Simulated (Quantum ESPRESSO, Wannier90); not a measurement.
# Wannier functions of MgTe (rock salt)

```xyz
2
Lattice="0.0000 2.9724 2.9724 2.9724 0.0000 2.9724 2.9724 2.9724 0.0000" Properties=species:S:1:pos:R:3 pbc="T T T"
Mg     0.0000     0.0000     0.0000
Te     2.9724     2.9724     2.9724
```

Cell from Materials Project (mp-1008786), symmetrised, no further relaxation. Not found in the COD (Crystallography Open Database) copy used, which has the formula in other groups; not checked further. Computed values, not measurements, from PBEsol: Quantum ESPRESSO (norm-conserving PseudoDojo potentials, cutoff 68 Ry, no spin polarisation, no spin-orbit coupling) on a Γ-centred 10×10×10 mesh, then Wannier90. Density: 10×10×10 mesh, Gaussian smearing 0.01 Ry. Spin-orbit coupling is left out although heavy elements are present.

Bands 10-13 form an isolated set from -11.47 to 0.00 eV relative to the valence-band maximum (on the path) and are turned into 4 Wannier functions by minimising the spread from the start: sp3 on Te.

Task: Where do the functions sit, how wide are they and what are they made of?

Result: 
```json
[
 {"functions": "4", "spread (Å²)": "2.54", "nearest atom, distance (Å)": "Te 0.62", "second atom, distance (Å)": "Mg 2.66", "weight on atomic waves": "Te 5p 66 %, Te 5s 24 %, Mg 3s 8 %"}
]
```

Ω_I = 8.49 Å², Ω_total = 10.17 Å²; the interpolated bands follow pw.x to 3.0 meV rms on the path. It is the lowest total spread that any start reached here.
